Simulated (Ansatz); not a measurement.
A 2-atom cell of NaCl started from a crystallographic database, relaxed with r2SCAN: 8 runs in Ansatz, each a construction of maximally localised Wannier functions. It is cubic, Fm-3m (No. 225); a = 5.605 Å in the conventional setting, 22.02 Å³ an atom. Na is surrounded by 6 Cl at 2.80 Å; Cl is surrounded by 6 Na at 2.80 Å. The values are computed, spin-unpolarised, and not measurements.

```xyz
2
Lattice="0.0000 2.8027 2.8027 2.8027 0.0000 2.8027 2.8027 2.8027 0.0000" Properties=species:S:1:pos:R:3 pbc="T T T"
Na    0.0000    0.0000    0.0000
Cl    2.8027    2.8027    2.8027
```

Windows count from the top of the filled bands; a dash means that no such window was set (without an outer window there is no disentanglement). Rows marked drawn have settings drawn at random (some not listed).

| functional | SCF mesh | trial orbitals | functions | mesh | window (eV) | frozen (eV) | settings | Ω total (Å²) | Ω invariant (Å²) | largest spread (Å²) | least projectability | interpolation miss of the model's filled bands (eV, to the nearest computed level) |
| --- | --- | --- | --- | --- | --- | --- | --- | --- | --- | --- | --- | --- |
| PBE | 6×6×6 | Cl s, Cl p | 4 | 6×6×6 | – | – | chosen | 4.07 | 3.28 | 1.02 | 0.98 | 0.004 |
| PBE | 6×6×6 | Cl s, Cl p | 4 | 4×4×4 | – | – | chosen | 3.92 | 3.15 | 0.98 | 0.98 | 0.027 |
| PBE | 6×6×6 | Cl s, Cl p | 4 | 8×8×8 | – | – | chosen | 4.12 | 3.33 | 1.03 | 0.98 | 0.001 |
| r2SCAN | 6×6×6 | Cl s, Cl p | 4 | 6×6×6 | – | – | chosen | 4.01 | 3.22 | 1.00 | 0.99 | 0.003 |
| HSE06 | 6×6×6 | Cl s, Cl p | 4 | 6×6×6 | – | – | chosen | 3.99 | 3.20 | 1.00 | 0.99 | – |
| PBE | 6×6×6 | Cl p (plain search) | 3 | 6×6×6 | – | – | drawn | 4.02 | 4.00 | 1.34 | 0.97 | 0.004 |

Question: Estimate from these rows what the further settings give.
```json
{"functional": "PBE", "SCF mesh": "6×6×6", "trial orbitals": "Cl p", "functions": "3", "mesh": "6×6×6", "window (eV)": "–", "frozen (eV)": "–", "settings": "chosen"}
{"functional": "r2SCAN", "SCF mesh": "6×6×6", "trial orbitals": "Cl p", "functions": "3", "mesh": "6×6×6", "window (eV)": "–", "frozen (eV)": "–", "settings": "chosen"}
```

Answer:
```json
{"functional": "PBE", "SCF mesh": "6×6×6", "trial orbitals": "Cl p", "functions": "3", "mesh": "6×6×6", "window (eV)": "–", "frozen (eV)": "–", "settings": "chosen", "Ω total (Å²)": "4.01", "Ω invariant (Å²)": "4.00", "largest spread (Å²)": "1.34", "least projectability": "0.97", "interpolation miss of the model's filled bands (eV, to the nearest computed level)": "0.004"}
{"functional": "r2SCAN", "SCF mesh": "6×6×6", "trial orbitals": "Cl p", "functions": "3", "mesh": "6×6×6", "window (eV)": "–", "frozen (eV)": "–", "settings": "chosen", "Ω total (Å²)": "3.95", "Ω invariant (Å²)": "3.94", "largest spread (Å²)": "1.32", "least projectability": "0.98", "interpolation miss of the model's filled bands (eV, to the nearest computed level)": "0.003"}
```

A dash in the last column means that the miss wasn't evaluated.

For Cl s, Cl p with PBE the spread goes 3.92 Å² (4×4×4), 4.07 Å² (6×6×6), 4.12 Å² (8×8×8): finite differences on a coarse mesh understate it.
